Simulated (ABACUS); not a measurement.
Consider a self-consistent single point of Ru (P6_3/mmc, 2 atoms in the cell; from Materials Project mp-33).

```
Ru
1.0
    2.70783     0.00000     0.00000
   -1.35391     2.34505     0.00000
    0.00000     0.00000     4.26810
Ru
2
Direct
  0.33333   0.66667   0.25000
  0.66667   0.33333   0.75000
```

Computed with PBE-D3(BJ), PseudoDojo 0.5 standard norm-conserving PBE (tails mended) pseudopotentials (plane waves; ABACUS).

ABACUS settings:

- KPT: Gamma 9 9 5 0 0 0
- basis_type: pw
- dft_functional: PBE
- ecutwfc: 84 Ry
- smearing_method: fd
- smearing_sigma: 0.00734986 Ry
- vdw_method: d3_bj
- potentials: PseudoDojo 0.5 standard norm-conserving PBE (tails mended)
- symmetry: 1
- symmetry_prec: 1e-05
- ks_solver: cg
- scf_nmax: 100
- scf_thr: 1.0e-09 Ry
- mixing_type: broyden

Results:

* **Number of valence electrons**: 32
* **Number of bands**: 26
* **Number of k-points after the program's reduction**: 36
* **Number of plane waves (most at a k-point)**: 2402
* **Number of SCF iterations**: 10
* **FFT grid**: 30 × 30 × 48
* **Free energy E − TS**: -5502.4325 eV
* **Fermi level (on the code's own zero)**: 23.83 eV
* **Pressure**: -2.16 GPa
* **Dispersion energy**: -1.251 eV

Stress (GPa, positive for compression):
```
-2.55   0.00   0.00
 0.00  -2.55   0.00
 0.00   0.00  -1.37
```

For comparison: a first run (DFT, PBE, plane waves, PseudoDojo 0.5 standard norm-conserving PBE (tails mended) pseudopotentials) was changed to give this one (vdw_method: default → d3_bj), and from it to this one the pressure goes from 5.54 to -2.16 GPa.

The structure comes from a collection of computed structures, made at another level of theory; the collection holds predicted forms beside known ones. No clean gap shows at this smearing width and mesh (spacing up to 0.30 Å⁻¹); the mesh is coarse for partly filled bands, so the values carry mesh errors.

Cost on one core: around 50 core-seconds (rough).

“Tails mended”: in these copies of the files the far tail of each local potential was reset to the Coulomb form.
